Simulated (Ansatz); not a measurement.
# Relaxing an invented Nb2C3 structure

Level of theory: DFT PBE, scalar-relativistic, plane waves, PAW in Ansatz. Cutoff 420 eV, Gaussian smearing, Γ-centred meshes. Cell and atoms relax first on a coarse mesh and then on a finer one. In between, the cell is made exact in the group found at 0.06 Å. In metals the finer mesh still leaves noise of several meV/atom or more. The steps can't lower the symmetry of their start. No spin polarisation in the relaxation; trial moments died out in a coarse test.

The guess for Nb2C3 was made by a generator: random cell by space group and Wyckoff sites (P4/mmm, No. 123). The dimensions are guesses.

```
Nb C
1.0
     3.78487    0.00000    0.00000
     0.00000    3.78487    0.00000
     0.00000    0.00000    4.72227
Nb C
2 3
Direct
  0.00000 0.00000 0.00000
  0.50000 0.50000 0.00000
  0.00000 0.50000 0.50000
  0.50000 0.00000 0.50000
  0.00000 0.00000 0.50000
```

The zero of energy is the elements' standard structures at the same level; no fitted shifts are applied.

Question: Where does the relaxation end?

Answer: The symmetry stays P4/mmm (No. 123). The volume per atom shrinks by 14.5 %, from 13.5 to 11.6 Å³. The shortest distance goes from 1.89 Å (C–C) to 1.91 Å (C–C). The ratio c/a of the conventional cell changes by a factor of 0.83. The energy falls by about 0.35 eV/atom (the start's value is from the coarse mesh). Conventional cell: a = 3.829 Å, c = 3.942 Å. Nb on its first site is surrounded by 2 C at 1.97 Å, 4 Nb at 2.71 Å and 8 C at 2.75 Å; Nb on its second site has 4 Nb at 2.71 Å, 8 C at 2.75 Å and 8 C at 3.35 Å; around C on a site of symmetry mmm lie 2 C at 1.91 Å, 4 C at 2.71 Å and 8 Nb at 2.75 Å; C on a site of symmetry 4/mmm has 4 C at 1.91 Å and 2 Nb at 1.97 Å.

```yaml
crystal:
  lattice:
    - [3.82949, 0.00000, 0.00000]
    - [0.00000, 3.82949, 0.00000]
    - [0.00000, 0.00000, 3.94196]
  atoms:
    - { symbol: Nb, position: [0.00000, 0.00000, 0.00000] }
    - { symbol: Nb, position: [0.50000, 0.50000, 0.00000] }
    - { symbol: C, position: [0.00000, 0.50000, 0.50000] }
    - { symbol: C, position: [0.50000, 0.00000, 0.50000] }
    - { symbol: C, position: [0.00000, 0.00000, 0.50000] }
```

Question: Give its energy and gap.

Answer: The energy over the elements is +2.10 eV/atom. The gap on the 10×10×10 mesh of the 5-atom cell is 0 eV (a metal).

It can't be a ground state, since the elements alone are lower.

The last run used Gaussian smearing of 0.10 eV. The reference form of C is held partly by dispersion forces, which this level lacks. Symmetry constrained the relaxation, so the result can be a saddle point. In all, the 3 runs took 90 s on 1 thread of AMD EPYC (Zen 3), with other jobs on the host. Another cell of Nb2C3 relaxed alike, in C2/m, lies 1.80 eV/atom lower, so this cell isn't the stable form at this level.
